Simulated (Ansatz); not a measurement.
One crystal and one scan (energy against volume) at two levels, PBE (plane waves to 420 eV, PAW, scalar-relativistic; Ansatz, a quantum-chemistry and plane-wave program) and r2SCAN (plane waves to 500 eV, PAW, scalar-relativistic; Ansatz), each from its own relaxed cell and on its own mesh.

The crystal is Ga$_{2}$O$_{3}$ (corundum); the cell is scaled evenly about its relaxed volume V₀.

The energy includes the smearing's −TS. Ga2O3 was relaxed with its symmetry unable to fall. The PAW data are Ansatz's earlier set. With the shape held, the modulus is that of even scaling; a crystal free to change shape is softer. Both scans cover V/V₀ from 0.940 to 1.060.

```json
[
 {"quantity": "Lattice constant a (Å)", "run 1": "4.985", "run 2": "5.058"},
 {"quantity": "Lattice constant c (Å)", "run 1": "13.44", "run 2": "13.62"},
 {"quantity": "Relaxed volume (Å³/atom)", "run 1": "9.64", "run 2": "10.06"},
 {"quantity": "Pressure at the smallest volume (GPa)", "run 1": "16.7", "run 2": "14.3"},
 {"quantity": "Energy cost of the largest compression (meV/atom)", "run 1": "28.5", "run 2": "25.4"},
 {"quantity": "Energy cost of the largest expansion (meV/atom)", "run 1": "22.9", "run 2": "20.3"},
 {"quantity": "Bulk modulus at fixed cell shape B₀ (third-order Birch-Murnaghan fit) (GPa)", "run 1": "235.5", "run 2": "200.3"},
 {"quantity": "Pressure for 5 % compression (fit) (GPa)", "run 1": "13.5", "run 2": "11.5"}
]
```

**Question.** Which run is which level?

**Answer.** Run 2 is PBE, run 1 is r2SCAN. PBE gives the higher value for: lattice constant a; lattice constant c; relaxed volume. PBE gives the lower value for: pressure at the smallest volume; energy cost of the largest compression; energy cost of the largest expansion; bulk modulus at fixed cell shape B₀; pressure for 5 % compression. Neither level is exact: the differences show how much the result hangs on the functional.

(Under strain, the slope of the energy per volume gives the stress and its curvature an elastic modulus.)
